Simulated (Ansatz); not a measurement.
KTaO$_{3}$:
```yaml
crystal:
  lattice:
    - [4.02445, 0.00000, 0.00000]
    - [0.00000, 4.02445, 0.00000]
    - [0.00000, 0.00000, 4.02445]
  atoms:
    - { symbol: K, position: [0.50000, 0.50000, 0.50000] }
    - { symbol: Ta, position: [0.00000, 0.00000, 0.00000] }
    - { symbol: O, position: [0.00000, 0.50000, 0.00000] }
    - { symbol: O, position: [0.50000, 0.00000, 0.00000] }
    - { symbol: O, position: [0.00000, 0.00000, 0.50000] }
```

Relaxed with PBE. Special points in fractions of this cell's reciprocal vectors: Γ (0.000, 0.000, 0.000); X (0.000, 0.500, 0.000); M (0.500, 0.500, 0.000); R (0.500, 0.500, 0.500).

Problem. List the band energies nearest the valence-band maximum at these points for PBE with spin–orbit coupling (plane waves, PAW; program Ansatz).

Solution. In eV from the valence-band maximum; about four levels below and three above (degenerate sets whole), none deeper than 8.9 eV; points with the same levels are listed once.

```tsv
k	below	above
Γ	-0.57 -0.57 -0.57 -0.57	2.02 2.02 2.02 2.02
X	-0.90 -0.90 -0.77 -0.77	2.29 2.29 4.74 4.74
M	-1.37 -1.37 -0.04 -0.04	4.76 4.76 5.01 5.01
R	0.00 0.00 0.00 0.00	6.12 6.12 6.12 6.12
```

Space group Pm-3m (cubic perovskite). The cell was relaxed with PBE under the symmetry of its start. At this level the phase is dynamically unstable (imaginary phonons). No spin polarisation was allowed.

Potentials: the later of the program's two PAW sets.
